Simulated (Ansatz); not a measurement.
## Electric field gradients in Ta₄C₃

Level of theory: DFT LDA, scalar-relativistic, plane waves, PAW (Ansatz 0.2.0). Plane waves to 420 eV; Γ-centred k mesh 12×12×12; Fermi-Dirac smearing of 0.15 eV. No spin polarisation.

Relaxed structure:
```xyz
7
Lattice="1.5426 0.8906 10.0948 -1.5426 0.8906 10.0948 0.0000 -1.7813 10.0948" Properties=species:S:1:pos:R:3 pbc="T T T"
Ta    0.0000    0.0000   11.3104
Ta    0.0000    0.0000   18.9065
Ta    0.0000    0.0000    6.3485
Ta    0.0000    0.0000   24.0571
C     0.0000    0.0000   15.2252
C     0.0000    0.0000   30.1617
C     0.0000    0.0000    2.5603
```

In a metal these results depend on the k mesh and the smearing. Spin–orbit coupling is left out, which matters for gradients at heavy nuclei.

Question: Give V_zz (10²¹ V/m²) and the asymmetry η at each distinct site.

Answer:
```
       atom V_zz     η
Ta (atom 1)   -4.30  0.00
Ta (atom 2)   -5.12  0.00
Ta (atom 3)   -8.37  0.00
Ta (atom 4)   -1.45  0.00
 C (atom 5)   0.212  0.00
 C (atom 6)   0.444  0.00
 C (atom 7)  -0.221  0.00
```

Whether Ta4C3 exists in this form wasn't checked.

Cost: 1 run of about 0.19 core-minutes, on AMD EPYC 9R45 (Zen 5) (shared hosts).